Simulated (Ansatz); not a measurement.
## Computed frozen-phonon scan: CaO (rock salt)

Starting cell, CaO (rock salt):

```yaml
crystal:
  lattice:
    - [0.00000, 4.83070, 4.83070]
    - [2.41535, 2.41535, 4.83070]
    - [2.41535, 2.41535, 0.00000]
  atoms:
    - { symbol: O, position: [0.00000, 0.00000, 0.00000] }
    - { symbol: O, position: [0.50000, 0.00000, 0.00000] }
    - { symbol: Ca, position: [0.00000, 0.50000, 0.50000] }
    - { symbol: Ca, position: [0.50000, 0.50000, 0.50000] }
```

The atoms are displaced by Q × the pattern below (from a DFPT mode at X = (0.5, 0.5, 0.0), largest move 1; Q in Å), at fixed cell. (q is in reciprocal vectors of the primitive cell; the cell shown is doubled to hold the pattern.)

| atom | x | y | z |
|---|---|---|---|
| O1 | 0.000 | 0.000 | -0.592 |
| O2 | 0.000 | 0.000 | 0.592 |
| Ca3 | 0.000 | 0.000 | 1.000 |
| Ca4 | 0.000 | 0.000 | -1.000 |

These are PBE (plane waves to 420 eV, PAW, scalar-relativistic; Ansatz, a program for electronic structure) values and carry that method's errors. k mesh 12×12×12 (Γ-centred), Fermi-Dirac smearing 0.05 eV. Energies are smeared free energies. Stress and pressure are positive under compression. CaO was relaxed with its symmetry unable to fall. ΔE is measured from the undisplaced structure.

| Q (Å) | ΔE (eV/cell) | P (GPa) | −dE/dQ from forces (eV/Å) |
|---|---|---|---|
| -0.180 | 0.481 | 5.6 | 6.041 |
| -0.150 | 0.321 | 3.8 | 4.671 |
| -0.120 | 0.198 | 2.4 | 3.506 |
| -0.090 | 0.109 | 1.3 | 2.498 |
| -0.060 | 0.047 | 0.6 | 1.604 |
| -0.030 | 0.012 | 0.2 | 0.784 |
| 0.000 | 0.000 | 0.0 | 0.000 |
| 0.030 | 0.012 | 0.2 | -0.784 |
| 0.060 | 0.047 | 0.6 | -1.604 |
| 0.090 | 0.109 | 1.3 | -2.498 |
| 0.120 | 0.198 | 2.4 | -3.506 |
| 0.150 | 0.321 | 3.8 | -4.671 |
| 0.180 | 0.481 | 5.6 | -6.041 |

Read from the data:

- Energy at Q = 0.180 Å: 481 meV/cell
- Space group of the distorted cell: P4/nmm (No. 129), lowered from Fm-3m
- Symmetry of the curve: even: the same for both signs
- Shape of the curve: a single well with its minimum at or next to zero displacement
- Harmonic wavenumber from the curvature (finite differences): 278 cm⁻¹
- Wavenumber by perturbation theory (DFPT, on another k mesh): 278 cm⁻¹

The 13 points together took around 120 core-seconds (rough).

(A displaced cell: forces are minus the slopes of the energy, force constants its curvatures, and phonons follow from these.)
